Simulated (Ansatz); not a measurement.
Relaxed-ion elastic tensor of FeTi$_{4}$S$_{8}$ in space group P-3m1 (No. 164; Pearson symbol hP13) in GPa (Voigt order), DFT-PBE+D3(BJ) in the program Ansatz with PAW potentials; density 3.99 g/cm³, 16.15 Å³ per atom.

```
 177  35.7  45.1  -6.2   0.0   0.0
35.7   177  45.1   6.2   0.0   0.0
45.1  45.1   145   0.0   0.0   0.0
-6.2   6.2   0.0  69.5   0.0   0.0
 0.0   0.0   0.0   0.0  69.5  -6.2
 0.0   0.0   0.0   0.0  -6.2  70.7
```

Problem. Is the crystal mechanically stable?

Solution. Yes: the smallest eigenvalue of C is 63.9 GPa.

Problem. Work out the Voigt, Reuss and Hill averages.

Solution. K_V = 83.5, K_R = 83.1, K_H = 83.3; G_V = 66.8, G_R = 65.6, G_H = 66.2 GPa.

Problem. Give Young's modulus, Poisson's ratio, Pugh's ratio and the universal anisotropy index.

Solution. E = 9KG/(3K + G) = 157 GPa; ν = 0.19; K/G = 1.26 (brittle by the Pugh limit of 1.75); A_U = 5G_V/G_R + K_V/K_R − 6 = 0.10.

Problem. Estimate the sound speeds and the Debye temperature.

Solution. v_l = √((K + 4G/3)/ρ) = 6560 m/s, v_t = √(G/ρ) = 4080 m/s, mean 4490 m/s; Θ = (h/k)(3n/4πV)^(1/3) v_m = 529 K.

Problem. Solve the Christoffel equation for the three sound speeds along x, y, z.

Solution. Eigenvalues of C_ijkl n_j n_l equal ρv². In km/s, slowest first: x 4.00, 4.38, 6.67; y 4.17, 4.21, 6.67; z 4.18, 4.18, 6.03.

Problem. How much does each axis shrink under pressure?

Solution. Linear compressibilities β_i = Σ_j S_ij (j = 1 to 3): x 3.7, y 3.7, z 4.6 per TPa.

The cell is a constructed one: a structure type filled with these elements; neither database checked (COD, Materials Project) lists it. COD files the formula under space group No. 12. Whether it is the stable phase at ambient conditions was not checked. The PBE+D3(BJ) relaxation kept the symmetry of its start; whether a distortion lowers the energy is not shown. The workflow began spin-polarised and lost its moments. As this level gives no gap, shear constants depend on the k-mesh and smearing (Fermi–Dirac, 0.1 eV here).

Potentials: the later of the program's two PAW sets.
